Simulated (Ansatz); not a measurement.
YGe2Ru2 in space group I4/mmm (No. 139; Y on 2a, Ge on 4e, Ru on 4d), DFT-PBE in the program Ansatz with PAW potentials, all energies at zero smearing, with the estimated change up to a 700 eV cutoff added, with one set of potentials and settings (totals compare only within such a set). Cell of 5 atoms (1 Y, 2 Ge, 2 Ru): -24199.200 eV.

```
element                reference phase  E (eV/atom)
-------  -----------------------------  -----------
Y        P6_3/mmc, 2 atoms in the cell   -3848.6668
Ge          Fd-3m, 2 atoms in the cell   -4294.9847
Ru       P6_3/mmc, 2 atoms in the cell   -5878.6876
```

Formation energy per atom, worked out: (-24199.200 − 1×(-3848.6668) − 2×(-4294.9847) − 2×(-5878.6876))/5 = -0.638 eV/atom (-62 kJ per mol of atoms), at 0 K, without zero-point energy or fitted corrections.

The workflow started from a Materials Project entry (that database holds measured and hypothetical structures alike); the Crystallography Open Database files this formula in space group No. 139, but the cells were not matched. Whether it is the stable phase at ambient conditions was not checked. The cell was relaxed with PBE under the symmetry of its start; whether a distortion lowers the energy is not shown. The run is not spin-polarised. The references are the lowest solids computed at this level, not always the standard phases.

Potentials: the later of the program's two PAW sets.
